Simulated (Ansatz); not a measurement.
Two states of CsMnSbF

```
Cs Mn Sb F
1.0
     4.54071    0.00000    0.00000
     0.00000    4.54071    0.00000
     0.00000    0.00000    9.65814
Cs Mn Sb F
2 2 2 2
Cartesian
  1.1352 1.1352 3.4639
  3.4055 3.4055 6.1942
  1.1352 3.4055 0.0000
  3.4055 1.1352 0.0000
  1.1352 1.1352 7.8700
  3.4055 3.4055 1.7881
  1.1352 3.4055 4.8291
  3.4055 1.1352 4.8291
```

Level: PBE, with U_eff = 5.92 eV on Mn d, V = 0.85 eV between Mn d and F p within 5.795 Å (all-electron-ortho-atomic projectors); 420 eV; 5×5×3 Γ-centred mesh; fermi-dirac occupations (width 0.1 eV); Ansatz 0.2.0, fixed geometry. The cell carries a charge of +2 e on a uniform background.

State A: Mn3 up, Mn4 up, Sb5 down, Sb6 down (collinear spin). State B: Mn3 up, Mn4 down (collinear spin).

**Question.** Which state is lower, and how do they differ?

**Answer.** State A is lower by 34.7 meV an atom at zero smearing; in free energy at this smearing B lies +31.3 meV an atom from A.

```json
{"state": "A", "free energy (meV/atom)": "0.0", "largest moment in a small sphere (μB)": "4.55", "net moment (μB/cell)": "7.22", "gap on mesh (eV)": "metal", "pressure (GPa)": "n/a", "largest force (eV/Å)": "0.12"}
{"state": "B", "free energy (meV/atom)": "31.3", "largest moment in a small sphere (μB)": "4.67", "net moment (μB/cell)": "0.00", "gap on mesh (eV)": "metal", "pressure (GPa)": "n/a", "largest force (eV/Å)": "0.12"}
```

Origin: a known structure type with other elements, at an estimated volume, so it need not be a known compound. Caveats: another magnetic order, which this cell may not hold, can open a gap; charged cell with a uniform background.
